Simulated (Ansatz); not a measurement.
## Elastic constants of YTl (Pm-3m) under pressure

```yaml
crystal:
  lattice:
    - [3.73790, 0.00000, 0.00000]
    - [0.00000, 3.73790, 0.00000]
    - [0.00000, 0.00000, 3.73790]
  atoms:
    - { symbol: Y, position: [0.50000, 0.50000, 0.50000] }
    - { symbol: Tl, position: [0.00000, 0.00000, 0.00000] }
```

This is the zero-pressure cell. At each pressure cell and atoms are relaxed in this structure, and the constants are slopes of the stress at strains of ±0.005 with relaxed ions (the coefficients that govern stability under load). Level: PBEsol, PAW on Ansatz 0.2.0's default frozen-core files (fitted under PBE), scalar-relativistic; k mesh 12×12×12, strains of ±0.005, Fermi-Dirac smearing of 0.100 eV, cutoff 420 eV. P is the pressure of the relaxed cell, less that of this one.

```tsv
P (GPa)	V/V₀	C11 (GPa)	C12 (GPa)	C44 (GPa)
0.00	1.0000	71.8	57.3	36.5
0.99	?	?	?	?
2.00	0.9704	81.3	66.1	42.1
4.00	0.9451	90.7	74.7	47.4
6.97	0.9132	104.6	87.6	54.7
9.96	0.8861	118.4	100.3	61.4
14.98	0.8487	140.1	120.4	71.8
```

Task: Does the bulk modulus from the constants agree with the pressure-volume curve?

Result: A third-order Birch-Murnaghan fit to the volumes shown (F against f, f = [(V₀/V)^(2/3) − 1]/2) gives B₀ = 61.9 GPa and B′ = 4.7. Its −V dP/dV stands beside (C11 + 2C12)/3:

```csv
P (GPa),from P(V),from the constants
0.00,61.9,62.1
2.00,71.2,71.1
4.00,80.2,80.0
6.97,93.2,93.2
9.96,106.0,106.3
14.98,126.9,127.0
```

Task: What are the pressure derivatives at zero pressure?

Result: Slopes at V₀ of quadratic fits in −ln(V/V₀) through the first four rows shown, divided by B₀: dC11/dP = 4.7, dC12/dP = 4.3, dC44/dP = 2.9. The mean slopes up to 4.0 GPa are 4.7, 4.3, 2.7; curvature and scatter of the constants part the two. The combination (dC11/dP + 2 dC12/dP)/3 = 4.4 stands against B′.

Task: Fill the row at 0.99 GPa.

Result: Cubic fits in −ln(V/V₀) through all rows shown give C11 = 76.5, C12 = 61.6, C44 = 39.3 GPa. Computed: V/V₀ = 0.9847, C11 (GPa) = 76.5, C12 (GPa) = 61.7, C44 (GPa) = 39.3.

Task: Does a shear stiffness soften?

Result: C44 goes from 36.5 to 71.8 GPa; (C11 − C12)/2 goes from 7.2 to 9.8 GPa. Neither ends more than 3 % under its start, and the lattice stays mechanically stable over this range.

Known limits: no other phase was computed; many crystals of this kind change structure within this range, and rows or crossings beyond such a change describe a metastable lattice; frozen-core PAW files fitted under PBE, their cores solved anew for the functional of the run; responses of metals move with mesh and smearing; no spin-orbit coupling on heavy atoms; the softest shear constant rests on one k mesh, and a soft shear can herald a distortion on cooling; phonons weren't checked at these pressures.
